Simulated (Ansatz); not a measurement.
An Ansatz input and the part of its output that reports the observables at the nuclei.

The cell is a computed structure from the Materials Project (it need not be an observed phase).

```yaml
crystal:
  lattice:
    - [3.7235696648, -9.08539783, 0.0]
    - [3.7235696648, 9.08539783, 0.0]
    - [-2.2202041273, 0.0, 7.3853063011]
  atoms:
    - { symbol: Cs, position: [0.53599567, 0.46400433, 0.75] }
    - { symbol: Cs, position: [0.46400433, 0.53599567, 0.25] }
    - { symbol: Cs, position: [0.98161558, 0.01838442, 0.75] }
    - { symbol: Cs, position: [0.01838442, 0.98161558, 0.25] }
    - { symbol: Cs, position: [0.47558896, 0.8342978, 0.61562693] }
    - { symbol: Cs, position: [0.1657022, 0.52441104, 0.88437307] }
    - { symbol: Cs, position: [0.52441104, 0.1657022, 0.38437307] }
    - { symbol: Cs, position: [0.8342978, 0.47558896, 0.11562693] }
    - { symbol: Fe, position: [0.30730103, 0.99293118, 0.90252545], spin: -5.0 }
    - { symbol: Fe, position: [0.00706882, 0.69269897, 0.59747455], spin: 5.0 }
    - { symbol: Fe, position: [0.69269897, 0.00706882, 0.09747455], spin: 5.0 }
    - { symbol: Fe, position: [0.99293118, 0.30730103, 0.40252545], spin: -5.0 }
    - { symbol: O, position: [0.27057641, 0.96990477, 0.64396047] }
    - { symbol: O, position: [0.03009523, 0.72942359, 0.85603953] }
    - { symbol: O, position: [0.72942359, 0.03009523, 0.35603953] }
    - { symbol: O, position: [0.96990477, 0.27057641, 0.14396047] }
    - { symbol: O, position: [0.5, 0.0, 0.0] }
    - { symbol: O, position: [0.0, 0.5, 0.5] }
    - { symbol: O, position: [0.64062741, 0.80208479, 0.96661352] }
    - { symbol: O, position: [0.19791521, 0.35937259, 0.53338648] }
    - { symbol: O, position: [0.35937259, 0.19791521, 0.03338648] }
    - { symbol: O, position: [0.80208479, 0.64062741, 0.46661352] }
magnetization:
  spin_polarized: true
kpoints:
  mp_grid: { grid: [3, 3, 3] }
scf:
  occupations: { method: fermi_dirac, width: 0.02 }
hamiltonian:
  xc: pbe
  pseudopotentials: { kind: paw }
output:
  forces: true
  stress: true
  populations: true
  efg:
    quadrupole_moments_barn: { Cs: -0.00343, Fe: 0.16, O: -0.02558 }
    contact_densities: true
```

The quadrupole moment typed for Fe is that of the 14.4 keV Mössbauer state of ⁵⁷Fe; the ground state has I = 1/2 and no quadrupole moment.

```sh
ansatz run input.yaml --threads 2 --pin off --max-ram 5120MiB --backend cpu --events-out ev --progress --plain --runs-dir out
```

Of the output, the block on the nuclei alone is shown; the set-up, the SCF iterations, energies, forces and stress are cut. One atom of each set with nearly equal values is shown.

```
--- PAW observables at the nuclei: V_zz in 10²¹ V/m², potentials from the cell's mean, atoms counted from 1 ---
  atom   1  Cs V_zz =    +2.982342   η = 0.1883   by run symmetry: allowed   C_q = -0.2473 MHz
            electrostatic potential = -9375.527318 V   contact ρ = 1900607.432686 e/Å³   contact ρ_s (e/Å³): all electrons -0.000002, valence -0.000002
  atom   3  Cs V_zz =    +3.159633   η = 0.7797   by run symmetry: allowed   C_q = -0.2621 MHz
            electrostatic potential = -9375.277940 V   contact ρ = 1900606.531780 e/Å³   contact ρ_s (e/Å³): all electrons +0.000001, valence -0.000002
  atom   5  Cs V_zz =    -4.892257   η = 0.2885   by run symmetry: allowed   C_q = +0.4057 MHz
            electrostatic potential = -9375.436306 V   contact ρ = 1900606.917360 e/Å³   contact ρ_s (e/Å³): all electrons +0.054340, valence +0.051546
  atom   9  Fe V_zz =    +5.484060   η = 0.8028   by run symmetry: allowed   C_q = +21.2166 MHz
            electrostatic potential = -3203.034155 V   contact ρ = 100572.216032 e/Å³   contact ρ_s (e/Å³): all electrons +3.199241, valence -5.477447
  atom  13  O  V_zz =    -3.278401   η = 0.9547   by run symmetry: allowed   C_q = +2.0278 MHz
            electrostatic potential = -623.639984 V   contact ρ = 2158.671771 e/Å³   contact ρ_s (e/Å³): all electrons +0.001767, valence +0.000747
  atom  17  O  V_zz =    +4.983784   η = 0.3408   by run symmetry: allowed   C_q = -3.0826 MHz
            electrostatic potential = -623.433146 V   contact ρ = 2158.194010 e/Å³   contact ρ_s (e/Å³): all electrons +0.000002, valence +0.000001
  atom  19  O  V_zz =    +2.146129   η = 0.2196   by run symmetry: allowed   C_q = -1.3274 MHz
            electrostatic potential = -624.238848 V   contact ρ = 2158.618337 e/Å³   contact ρ_s (e/Å³): all electrons +0.294888, valence +0.707721
```

The run took 5.3 min of wall time (9.9 min of CPU time) and 1.8 GiB at its peak, on 2 threads of Intel Xeon Processor @ 2.50GHz (Skylake/Cascade Lake) (x86_64; 62 cores open to the job, memory cap 5.0 GiB, no GPU), a shared host with a load of 0.9 a core.

The largest force is 0.5 eV/Å, so the atoms aren't at the calculated equilibrium and relaxing them would move these values. Without spin–orbit coupling (the program notes it for Cs) the gradients are little affected as a rule: paired runs on crystals with a gap mostly move them by under 2 % at such atoms. With these PAW files V_zz is typically within 2 to 3 % of all-electron values, but misses above 10 % occur on Fe. The magnetic order is the one that the run reached from its start moments, not necessarily the measured one.
